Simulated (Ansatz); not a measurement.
## Computed properties of CaSi₂

CaSi2:
```yaml
crystal:
  lattice:
    - [3.87091, 0.00000, 0.00000]
    - [-1.93546, 3.35231, 0.00000]
    - [0.00000, 0.00000, 4.81325]
  atoms:
    - { symbol: Ca, position: [0.00000, 0.00000, 0.00000] }
    - { symbol: Si, position: [0.33333, 0.66667, 0.41365] }
    - { symbol: Si, position: [0.66667, 0.33333, 0.58635] }
```

Space group P-3m1 (No. 164); conventional cell a = b = 3.8709 Å, c = 4.8133 Å, α = β = 90.00°, γ = 120.00°.

Method: PBEsol in the plane-wave PAW code Ansatz. Geometry: relaxed at this level of theory. Other levels are named where they apply.

**Cell and energy**

```
Property                                                      Result
-----------------------------------------------------  -------------
Volume per atom                                             20.82 Å³
Density                                                   2.56 g/cm³
Formation energy from the elements (no fitted shifts)  -0.41 eV/atom
```

**Electronic structure**

```
Quantity                                                                     Value
------------------------------------  --------------------------------------------
Electronic character                                             metallic (no gap)
Density of states at the Fermi level  0.19 states/eV per atom (mean over ±0.08 eV)
```

**Mechanics**

```
Quantity                                                                                                      Result
--------------------------------------------  ----------------------------------------------------------------------
Bulk modulus (Birch–Murnaghan fit)                                                                          57.1 GPa
Pressure derivative B′                                                                                           2.0
Elastic constants (relaxed ions, GPa)         C11 = 141, C12 = 61.0, C13 = 36.4, C14 = -23.6, C33 = 67.4, C44 = 42.7
Mechanical stability                                                          stable (all eigenvalues of C positive)
Hill bulk and shear moduli                                                                         63.0 and 33.6 GPa
Young's modulus                                                                                             85.5 GPa
Poisson's ratio                                                                                                 0.27
Debye temperature from the elastic constants                                                                   437 K
```

**Charges**

```
Property                      Value
-------------  --------------------
Bader charges  Ca +1.27, Si -0.64 e
```

The workflow started from an entry of the Crystallography Open Database (COD). Its standing as an ambient phase is unchecked. Symmetry was held in the PBEsol relaxation; its stability against distortions is not shown here. As this level gives no gap, shear constants depend on the k-mesh and smearing (Fermi–Dirac, 0.1 eV here). The references are the lowest solids computed at this level, not always the standard phases.

Potentials: the later of the program's two PAW sets.
